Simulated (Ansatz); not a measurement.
All numbers below come from Ansatz, DFT PBE, scalar-relativistic, plane waves, PAW. Settings: cutoff 420 eV, Γ-centred meshes spaced at most about 0.3 Å⁻¹, and about 0.25 Å⁻¹ or finer for metals (2π included), Gaussian smearing. No spin polarisation in the final relaxations.

These are static total energies at zero pressure. All come from trial cells, and lower structures may exist.

Problem. Order these relaxed structures of Al4O by energy, lowest first, with the energy over the lowest of them.
A.

Space group P2_1/m (No. 11). a = 5.070 Å, b = 2.917 Å, c = 10.270 Å, α = 90.00°, β = 102.53°, γ = 90.00°
```
atom  site  symmetry       x       y       z
  Al    2e         m  0.6345  0.2500  0.1086
  Al    2e         m  0.1464  0.7500  0.1148
  Al    2e         m  0.6670  0.7500  0.6178
  Al    2e         m  0.1300  0.2500  0.6746
   O    2e         m  0.5876  0.7500  0.4177
```

B.

Space group Cm (No. 8). a = 9.223 Å, b = 5.540 Å, c = 8.265 Å, α = 90.00°, β = 101.44°, γ = 90.00°
```tsv
atom	site	symmetry	x	y	z
Al	4b	1	0.7094	0.2465	0.6792
Al	4b	1	0.3035	0.7625	0.3784
Al	2a	m	0.4557	0.0000	0.6737
Al	2a	m	0.5649	0.0000	0.3888
Al	2a	m	0.9802	0.0000	0.7985
Al	2a	m	0.0581	0.0000	0.2190
O	2a	m	0.0297	0.0000	0.0096
O	2a	m	0.8852	0.0000	0.2950
```

C.

Space group Cmmm (No. 65). a = 2.685 Å, b = 5.127 Å, c = 11.470 Å, α = 90.00°, β = 90.00°, γ = 90.00°
| atom | site | symmetry | x | y | z |
| --- | --- | --- | --- | --- | --- |
| Al | 4k | mm2 | 0.0000 | 0.0000 | 0.3768 |
| Al | 4k | mm2 | 0.0000 | 0.0000 | 0.8712 |
| O | 2b | mmm | 0.5000 | 0.0000 | 0.0000 |

D.

Space group P6/mmm (No. 191). a = 5.659 Å, b = 5.659 Å, c = 3.412 Å, α = 90.00°, β = 90.00°, γ = 120.00°
```
atom  site  symmetry       x       y       z
  Al    3g       mmm  0.5000  0.0000  0.5000
  Al    1b     6/mmm  0.0000  0.0000  0.5000
   O    1a     6/mmm  0.0000  0.0000  0.0000
```

Solution. A (0 meV/atom), B (202 meV/atom), C (307 meV/atom), D (526 meV/atom). Forms: A P2_1/m; B Cm; C Cmmm; D P6/mmm. Counting Al atoms around O (those within 1.25 times the shortest such distance or 1.15 times the sum of covalent radii, 1.27 where that leaves under three; a slash parts the counts of unlike sites): A has O 4; B has O 2/3; C has O 4; D has O 2.

A magnetic state wasn't ruled out in cells without spin, among them Cmmm, P6/mmm. Cells relaxed within their symmetry can be saddle points. The P2_1/m cell of Al4O came from shaking the Cmmm one. The Cm cell of Al4O came from shaking the P6/mmm one. Some candidate types were left out of the draw beforehand, so a known form may be missing.
